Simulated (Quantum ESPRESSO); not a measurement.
# Planted mistakes on one cell of Zn2CaMgO4

These are calculations, not measurements. They come from pw.x of Quantum ESPRESSO 7.5, a plane-wave density functional program, with PseudoDojo standard norm-conserving files (v0.5 for PBE, v0.4.1 for LDA and PBEsol). The cells are made up: elements, strain and atom displacements were drawn at random, and nothing was relaxed. There is no spin polarisation, spin-orbit coupling or dispersion term.

The cell has 8 sites of a rocksalt lattice. Sites 1 to 4 hold Zn Zn Ca Mg; sites 5 to 8 hold O O O O. Cell vectors in Å: (4.456, 0.000, 0.000); (0.000, 4.456, 0.000); (0.000, 0.000, 4.456). Settings: PBE, cutoff 1143 eV, 4 x 4 x 4 k mesh shifted by half a step, Fermi-Dirac smearing of 0.025 eV.

The intended run has a self-consistency threshold of 1e-07 eV, a smearing term of 0.000 eV, a pressure of 3.04 GPa and 12 iterations. Each further run changes one thing: all lengths scaled by 1.0188; atoms of sites 2 and 4 exchanged; k mesh 2 x 2 x 2; one electron removed; smearing 0.86 eV; threshold 0.2 eV. A coarse mesh keeps the shift, and a charged cell sits in a uniform background.

| run | change of free energy (eV) | smearing term -TS (eV) | change of P (GPa) | largest change of a force component (eV/Å) | iterations |
| --- | --- | --- | --- | --- | --- |
| A | 0.022 | 0.000 | -0.31 | 0.071 | 12 |
| B | -0.645 | -2.313 | 3.69 | 0.118 | 12 |
| C | 0.023 | 0.000 | -7.29 | 0.293 | 12 |
| D | 0.019 | 0.000 | -2.58 | 0.140 | 5 |
| E | 0.012 | 0.000 | -0.17 | 0.205 | 12 |
| F | -9.375 | -0.020 | -27.74 | 0.247 | 16 |

A rerun of the intended cell at 1437 eV and k mesh 6 x 6 x 6 moved values by no more than 0.002 eV in the cell's energy, 0.04 GPa in stress and 0.008 eV/Å in force.

Question: which change belongs to which run?

## Worked reading

Run D has the fewest iterations, as a run stopped early does. Run B has the largest smearing term, as wide smearing gives. Run C changes the volume by a factor of 1.0575; minus its pressure change over the logarithm of that factor, 130 GPa, is a rough bulk modulus with clamped atoms. Energies from files of another functional, or of a charged cell, have another zero and say nothing on stability; the pressure of a charged cell rests on the program's zero of potential too.

## Key

```
run                            change
  A                  k mesh 2 x 2 x 2
  B                  smearing 0.86 eV
  C      all lengths scaled by 1.0188
  D                  threshold 0.2 eV
  E  atoms of sites 2 and 4 exchanged
  F              one electron removed
```